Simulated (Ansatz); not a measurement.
YN:
```cif
data_N4Y4
_chemical_formula_sum 'Y4 N4'
_space_group_name_H-M_alt 'Fm-3m'
_space_group_IT_number 225
_space_group_name_Hall '-F 4 2 3'
_cell_length_a 4.89575
_cell_length_b 4.89575
_cell_length_c 4.89575
_cell_angle_alpha 90.000
_cell_angle_beta 90.000
_cell_angle_gamma 90.000
loop_
_atom_site_label
_atom_site_type_symbol
_atom_site_symmetry_multiplicity
_atom_site_Wyckoff_symbol
_atom_site_fract_x
_atom_site_fract_y
_atom_site_fract_z
_atom_site_occupancy
Y1 Y 4 a 0.00000 0.00000 0.00000 1
N1 N 4 b 0.50000 0.50000 0.50000 1
```
(The calculation used a cell of 2 atoms; values per cell refer to that cell.)

Relaxed with r²SCAN. The program Ansatz at the r²SCAN level (PAW) gives a gap of 0.58 eV.

**Question.** What gap does HSE06 give on the same cell (Ansatz, PAW)?

**Answer.** 1.09 eV, 0.51 eV more. The hybrid was solved on a coarser mesh and at special points; its gap is the smallest among all of these.

| k | v1 r²SCAN | c1 r²SCAN | v1 HSE06 | c1 HSE06 |
|---|---|---|---|---|
| Γ | 0.00 | 3.55 | (withheld) | (withheld) |
| X | -0.40 | 0.58 | -0.47 | 1.09 |
| L | -2.29 | 6.21 | (withheld) | (withheld) |
| W | -1.53 | 4.44 | (withheld) | (withheld) |
| K | -1.34 | 2.85 | (withheld) | (withheld) |

**Question.** Top valence (v1) and lowest conduction level (c1) in eV from each method's valence maximum (which need not be a listed point): supply the withheld HSE06 values.

**Answer.** 
- K, v1 HSE06: -1.45
- K, c1 HSE06: 3.50
- Γ, v1 HSE06: 0.00
- Γ, c1 HSE06: 4.31
- L, v1 HSE06: -2.45
- L, c1 HSE06: 7.13
- W, v1 HSE06: -1.73
- W, c1 HSE06: 5.20

Cost on shared cores: the r²SCAN run (SCF on a 10×10×10 mesh, then bands and DOS) around 21 core-seconds (rough), the HSE06 run (SCF on 7×7×7, then a few points) very roughly 2.0 core-minutes; the tasks are unlike.

The r²SCAN relaxation kept the symmetry of its start. The run is not spin-polarised. Spin–orbit coupling is left out wherever it is not named.

Potentials: the earlier of the program's two PAW sets.
